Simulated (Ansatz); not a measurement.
Input:

BaCuTeF:
```cif
data_Ba2Cu2F2Te2
_chemical_formula_sum 'Ba2 Cu2 Te2 F2'
_space_group_name_H-M_alt 'P4/nmm :1'
_space_group_IT_number 129
_space_group_name_Hall 'P 4ab 2ab -1ab'
_cell_length_a 4.35926
_cell_length_b 4.35926
_cell_length_c 9.27470
_cell_angle_alpha 90.000
_cell_angle_beta 90.000
_cell_angle_gamma 90.000
loop_
_space_group_symop_operation_xyz
  'x, y, z'
  '-y+1/2, x+1/2, z'
  '-x, -y, z'
  'y+1/2, -x+1/2, z'
  'x+1/2, -y+1/2, -z'
  '-y, -x, -z'
  '-x+1/2, y+1/2, -z'
  'y, x, -z'
  '-x+1/2, -y+1/2, -z'
  'y, -x, -z'
  'x+1/2, y+1/2, -z'
  '-y, x, -z'
  '-x, y, z'
  'y+1/2, x+1/2, z'
  'x, -y, z'
  '-y+1/2, -x+1/2, z'
loop_
_atom_site_label
_atom_site_type_symbol
_atom_site_symmetry_multiplicity
_atom_site_Wyckoff_symbol
_atom_site_fract_x
_atom_site_fract_y
_atom_site_fract_z
_atom_site_occupancy
Ba1 Ba 2 c 0.50000 0.00000 0.34150 1
Cu1 Cu 2 a 0.00000 0.00000 0.00000 1
Te1 Te 2 c 0.00000 0.50000 0.16088 1
F1 F 2 b 0.50000 0.50000 0.50000 1
```

This is the PBEsol-relaxed structure.

Task: All from PBEsol (plane waves, PAW; program Ansatz), unless another level is named. Give the bulk modulus (Birch–Murnaghan fit).

Result: 52.4 GPa.

Task: And the highest zone-centre frequency (without LO–TO term)?

Result: 7.36 THz.

The workflow started from a Materials Project entry (that database holds measured and hypothetical structures alike); the Crystallography Open Database copy checked does not list it. Whether it is the stable phase at ambient conditions was not checked. The PBEsol relaxation kept the symmetry of its start; phonons show weakly imaginary modes. The run is not spin-polarised. No Hubbard U is applied. Spin–orbit coupling is left out wherever it is not named.

Potentials: the earlier of the program's two PAW sets. The files were generated under PBE; for other functionals the program regenerates the frozen cores, and for LDA and PBEsol the local potential too.
